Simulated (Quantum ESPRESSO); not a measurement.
# Al7InAs8: convergence and cost over cutoff and k mesh

Simulated, not a measurement. The program is pw.x of Quantum ESPRESSO 7.5 (plane-wave density functional theory). The cell is made up: 16 atoms on a doubled zincblende/diamond lattice, with randomly drawn elements, strain and displacements, not relaxed. PseudoDojo standard norm-conserving files (v0.5 for PBE, v0.4.1 for LDA and PBEsol) set the functional; there is no spin polarisation, spin-orbit coupling or dispersion term, and the masses in the input are unused placeholders.

Input of the run in row 4:

```
&control calculation='scf', pseudo_dir='./dojo.nc.sr.pbe.v0_5.standard.upf', outdir='./o', disk_io='low', tprnfor=.true., tstress=.true. /
&system ibrav=0, nat=16, ntyp=3, nbnd=83, ecutwfc=84.00895049, nosym=.true., tot_charge=0,
 occupations='smearing', smearing='fd', degauss=0.0018374661
/
&electrons conv_thr=7.350e-09, electron_maxstep=60, /
ATOMIC_SPECIES
Al 1.0 Al.upf
As 1.0 As.upf
In 1.0 In.upf
CELL_PARAMETERS angstrom
5.7096 0.0 0.0
0.0 5.7096 0.0
0.0 0.0 11.4193
ATOMIC_POSITIONS angstrom
Al 0.0287 -0.0154 -0.0277
Al -0.0445 2.7679 2.8446
Al 2.871 0.0137 2.765
Al 2.7975 2.8659 0.0984
Al -0.0335 0.0198 5.7388
In 0.0218 2.7792 8.6122
Al 2.8259 -0.0234 8.6031
Al 2.9421 2.8837 5.7444
As 1.3324 1.5185 1.4078
As 1.4236 4.1155 4.2536
As 4.2793 1.3871 4.2447
As 4.3764 4.207 1.4746
As 1.4085 1.4289 7.1719
As 1.3953 4.3374 10.0214
As 4.2985 1.4531 9.9671
As 4.3245 4.3395 7.1574
K_POINTS automatic
4 4 2 1 1 1
```

The same cell was run at these settings. Meshes are shifted by half a step, and differences are from the last row, which is itself not exact.

```
cutoff (eV)     k mesh  k points solved  threshold (eV)  free energy less the last row's (eV)  pressure (GPa)  largest stress difference (GPa)  largest force difference (eV/Å)  iterations  wall time (s)  k-point pools              processor
        800  2 x 2 x 2                4           1e-04                                19.672          -71.01                            75.60                            0.099           8             34              4  AMD EPYC, Zen 5 class
       1143  1 x 1 x 1                1           1e-07                                 4.912            5.57                             2.15                            0.174          12             80              4  AMD EPYC, Zen 5 class
        845  4 x 4 x 2               16           1e-07                                 8.685          -35.56                            39.19                            0.004          12            125              4  AMD EPYC, Zen 5 class
       1143  4 x 4 x 2               16           1e-07                                 0.017            3.62                             0.00                            0.001          12            220              4  AMD EPYC, Zen 5 class
       1437  6 x 6 x 4               72           1e-07                                 0.000            3.62                             0.00                            0.000          12            928              4  AMD EPYC, Zen 5 class
```

Each pool is one process. Wall times include start-up and a band step at six k points, which weighs most on the coarsest meshes. The runs were on shared virtual cores whose load varied, so times are rough.